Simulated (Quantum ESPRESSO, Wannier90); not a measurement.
# Wannierisation of Hf (hcp (Mg type))

```xyz
2
Lattice="3.1924 0.0000 0.0000 -1.5962 2.7647 0.0000 0.0000 0.0000 5.0450" Properties=species:S:1:pos:R:3 pbc="T T T"
Hf     1.5962    -0.9216     1.2613
Hf    -1.5962     0.9216    -1.2613
```

Cell from Materials Project (mp-103), symmetrised, no further relaxation. This is the element's usual structure. Method: PBEsol plane waves in Quantum ESPRESSO 7.5 (PseudoDojo norm-conserving files, 47 Ry, spinors with spin-orbit coupling), Bloch states on a 6×6×4 mesh through Γ, Wannier90 4.0.1. Density: 18×18×8 mesh, cold smearing 0.01 Ry.

A tight-binding model is made by disentanglement and projection with no localisation steps (num_iter = 0), so the 36 orbitals stay atom-like: hydrogen-like Hf: s;p;d, axes along x, y, z; frozen window up to 1.50 eV relative to the Fermi level. It follows pw.x to 18 meV rms for states up to 1.0 eV relative to the Fermi level. Matrix elements depend on this choice of orbitals and windows.

What are the on-site energies relative to the Fermi level, and how fast do the hoppings decay?


```csv
atom,orbitals,energy (eV)
Hf1,s↑ s↓,4.48
Hf1,pz↑ pz↓,11.24
Hf1,px↑ px↓ py↑ py↓,11.10
Hf1,dz2↑ dz2↓ dx2-y2↑ dx2-y2↓ dxy↑ dxy↓,3.07
Hf1,dxz↑ dxz↓ dyz↑ dyz↓,3.04
Hf2,s↑ s↓,4.48
Hf2,pz↑ pz↓,11.24
Hf2,px↑ px↓ py↑ py↓,11.11
Hf2,dz2↑ dz2↓ dx2-y2↑ dx2-y2↓ dxy↑ dxy↓,3.07
Hf2,dxz↑ dxz↓ dyz↑ dyz↓,3.05
```

| distance of the centres (Å) | largest modulus (eV) |
|---|---|
| 3–4 | 2.5 |
| 4–5 | 0.14 |
| 5–6 | 0.24 |
| 6–7 | 0.071 |
| 7–8 | 0.086 |
